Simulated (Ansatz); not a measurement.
Start of a relaxation of Sn₂PbO₃:

```cif
data_structure
_symmetry_space_group_name_H-M 'P4/nmm:1'
_symmetry_Int_Tables_number 129
_cell_length_a 3.8600
_cell_length_b 3.8600
_cell_length_c 14.6000
_cell_angle_alpha 90.000
_cell_angle_beta 90.000
_cell_angle_gamma 90.000
_cell_volume 217.53
loop_
_atom_site_label
_atom_site_type_symbol
_atom_site_symmetry_multiplicity
_atom_site_Wyckoff_symbol
_atom_site_fract_x
_atom_site_fract_y
_atom_site_fract_z
_atom_site_occupancy
Sn1 Sn 2 c 0.50000 0.00000 0.58800 1
Sn2 Sn 2 c 0.00000 0.50000 0.74600 1
Pb1 Pb 2 c 0.50000 0.00000 0.92100 1
O1 O 4 f 0.50000 0.50000 0.66670 1
O2 O 2 a 0.50000 0.50000 0.00000 1
```

Theory: DFT PBE, scalar-relativistic, plane waves, PAW (Ansatz 0.2.0). Cutoff 420 eV, Gaussian smearing, Γ-centred meshes. Cell and atoms relax first on a coarse mesh, the cell is then made exact in the group found at 0.06 to 0.08 Å, and last on a converged mesh; the steps can't lower the symmetry of their start. No spin polarisation.

A guess keeps its type if space group and coordination stay and the shape of the cell changes little (axis ratios within about 15 %, angles within 6°); the volume may change.

**Question.** Will the relaxed cell still be of the starting type?

**Answer.** It keeps its type. The symmetry stays P4/nmm (No. 129). The volume per atom grows by 12.5 %, from 18.1 to 20.4 Å³. The shortest distance goes from 2.25 Å (Sn–O) to 2.27 Å (Sn–O). The ratio c/a of the conventional cell changes by a factor of 1.07. Counting neighbours within 15 % of an atom's shortest distance, the start has O 4, Pb 4, Sn 4 and the end O 4, Pb 4, Sn 4.

The last run used an 8×8×2 mesh (in the run's order of axes) for its 12-atom cell and Gaussian smearing of 0.02 eV. No dispersion correction is applied, so the spacing and binding between layers, chains or molecules are poorly described. Spin–orbit coupling, which can matter for Pb, is left out. A later test with randomly moved atoms came back to the same energy, though modes that don't fit the test's cell weren't probed. Another cell of the same search, in Pmmn, lies 26 meV/atom lower, so this cell isn't the stable form at this level.
